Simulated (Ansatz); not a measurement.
Mo (bcc (W type)), relaxed and computed with several functionals in Ansatz (plane waves, PAW). Much of their spread follows the volume that each gives.

```csv
functional,V (Å³/atom),K_Hill (GPa)
PBEsol,15.32,?
LDA,15.06,292
r²SCAN,15.63,272
PBE+D3(BJ),15.34,277
r²SCAN+D4,15.53,277
```

### Question
Fit a straight line to ln K against ln V and predict the withheld value.

### Answer
Least squares on the 4 shown rows: ln K = -1.77 × ln V + (10.471), with a scatter of 0.9 %. For PBEsol this gives 282. The run itself gave 280, a miss of 0.7 % of that.

All cells were relaxed under the symmetry of their starts (and spin orders); stability against distortions was not tested throughout. Rows with no word on spin ran without spin polarisation. Scalar-relativistic: spin–orbit coupling is off unless named, which matters more the heavier the elements.

Potentials: the later of the program's two PAW sets.

Ansatz (a quantum-chemistry and plane-wave program) is a plane-wave DFT program.
